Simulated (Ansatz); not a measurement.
One crystal and one scan (energy over volume and axial ratio) at two levels, PBE (plane waves to 420 eV, PAW, scalar-relativistic; Ansatz, a program for electronic structure) and r2SCAN (plane waves to 500 eV, PAW, scalar-relativistic; Ansatz), each from its own relaxed cell and on its own mesh. The cell shown is that of PBE.

Lu (hcp, Mg type)

```xyz
2
Lattice="3.5071 0.0000 0.0000 -1.7535 3.0372 0.0000 0.0000 0.0000 5.4621" Properties=species:S:1:pos:R:3 pbc="T T T"
Lu     0.0000     2.0248     4.0966
Lu     1.7535     1.0124     1.3655
```

The relaxed cell is deformed in two ways at once: its volume V is scaled, and at that volume it is stretched along z (the c axis of the conventional cell) so that c/a changes. Fractional atomic positions are held.

The energy includes the smearing's −TS. Lu is run without spin polarisation. Lu was relaxed with its symmetry unable to fall. With partly filled bands, the response to shear is sensitive to the k mesh, so small differences along c/a are uncertain. Percentages come from the unrounded values. Both scans cover V/V₀ from 0.960 to 1.040 and (c/a)/(c/a)₀ from 0.960 to 1.040.

```csv
quantity,PBE,r2SCAN,PBE − r2SCAN
Lattice constant a (Å),3.507,3.504,+0.003
Lattice constant c (Å),5.462,5.452,+0.010 (+0.2 %)
Relaxed volume (Å³/atom),29.09,28.99,+0.10 (+0.3 %)
"Modulus against c/a change at fixed volume, (3/4V)·∂²E/∂(ln c/a)² (fit, atoms clamped) (GPa)",38,38,0
```

They agree on: lattice constant a (within 0.2 %); lattice constant c (within 0.2 %); relaxed volume (within 0.6 %).

(Under strain, the slope of the energy per volume gives the stress and its curvature an elastic modulus.)
